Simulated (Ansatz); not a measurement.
RuBr₃:
```xyz
8
Lattice="6.2342 0.0000 0.0000 -3.1171 5.3989 0.0000 0.0000 0.0000 5.7357" Properties=species:S:1:pos:R:3 pbc="T T T"
Ru     0.0000     0.0000     0.0000
Ru     0.0000     0.0000     2.8679
Br     0.9985     1.7294     1.4339
Br    -0.9985     1.7294     4.3018
Br     4.2372     0.0000     1.4339
Br     2.1186     3.6695     4.3018
Br    -2.1186     3.6695     1.4339
Br     1.9970     0.0000     4.3018
```

Relaxed with LDA. Special points in fractions of this cell's reciprocal vectors: Γ (0.000, 0.000, 0.000); M (0.500, 0.000, 0.000); K (0.333, 0.333, 0.000); A (0.000, 0.000, 0.500); L (0.500, 0.000, 0.500); H (0.333, 0.333, 0.500).

List the band energies nearest the Fermi level at these points for LDA (plane waves, PAW; program Ansatz).

In eV from the Fermi level; about four levels below and three above (degenerate sets whole), none deeper than 8.9 eV; points with the same levels are listed once.

| k | below | above |
|---|---|---|
| Γ | -1.34 -1.34 -1.29 -0.95 -0.95 | 0.07 0.07 0.67 |
| M | -1.19 -0.95 -0.94 -0.64 | 0.05 0.73 1.26 |
| K | -0.94 -0.94 -0.29 -0.29 | 0.96 1.50 1.50 |
| A | -0.31 -0.31 -0.31 -0.31 | 2.16 2.16 2.16 2.16 |
| L | -0.42 -0.42 -0.37 -0.37 | 1.38 1.38 1.78 1.78 |
| H | -0.54 -0.54 -0.54 -0.54 -0.48 -0.48 | 1.55 1.55 1.55 1.55 |

Space group P6_3/mcm. The workflow started from an entry of the Crystallography Open Database (COD, 293 K), which files this formula under 2 space groups. Whether it is the stable phase at ambient conditions was not checked. Symmetry was held in the LDA relaxation; its stability against distortions is not shown here. No spin polarisation was allowed. A crystal of weakly bound chains computed without a dispersion correction: the cell and the soft elastic constants depend strongly on that. Spin–orbit coupling is left out wherever it is not named.

Potentials: the later of the program's two PAW sets.
